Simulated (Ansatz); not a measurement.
**How far is PAW off for Bi2Pd?**

```
Bi Pd
1.0
    -1.68100    1.68100    6.42659
     1.68100   -1.68100    6.42659
     1.68100    1.68100   -6.42659
Bi Pd
2 1
Direct
  0.36300 0.36300 0.00000
  0.63700 0.63700 0.00000
  0.00000 0.00000 0.00000
```

Atoms are numbered in the order listed.

The conventional cell has a = 3.362 Å, b = 3.362 Å, c = 12.853 Å, α = 90.00°, β = 90.00°, γ = 90.00°. Around Bi (atom 1) lie 4 Pd at 2.96 Å and 4 Bi at 3.36 Å. Pd (atom 3) is surrounded by 8 Bi at 2.96 Å and 4 Pd at 3.36 Å.

The cell is COD entry 9012857, as deposited and not checked against the literature; nothing was relaxed. The listed cell was then made from it by scaling, straining or moving an atom.

Spin polarisation is left out, and whether a magnetic state lies lower isn't shown here.

Spin–orbit coupling is left out, though it moves levels of the heavy atoms by tenths of an eV or more.

Levels of theory: DFT, PBEsol, PAW with Ansatz's default frozen-core files, scalar-relativistic (Ansatz 0.2.0); DFT, PBEsol, all-electron PAW with datasets made for the crystal, scalar-relativistic (Ansatz 0.2.0); DFT, PBEsol, all-electron LAPW, scalar-relativistic (Ansatz 0.2.0).

For PAW: a Γ-centred 15×15×15 k mesh, Fermi–Dirac smearing of 0.08 eV, cutoff 420 eV, no spin polarisation; the PAW files were made with PBE, and the program remakes their frozen cores for this functional. The crystal-made all-electron datasets (AE datasets) take a cutoff of 260 eV at this cell. LAPW targets a basis error of 1 meV/atom. The Ansatz runs share mesh, smearing and spin set-up. Plane-wave (PAW) pressures include the program's estimate of the Pulay term.

Stress and pressure are positive in compression.

```tsv
quantity	PAW	AE datasets	LAPW
pressure (GPa)	-0.41	-0.40	-0.40
stress xx (GPa)	-0.38	-0.37	-0.36
stress zz (GPa)	-0.48	-0.47	-0.47
force on Bi1, z (eV/Å)	0.051	0.051	0.052
```

PAW's pressure differs from the LAPW value by about 0.01 GPa or less.
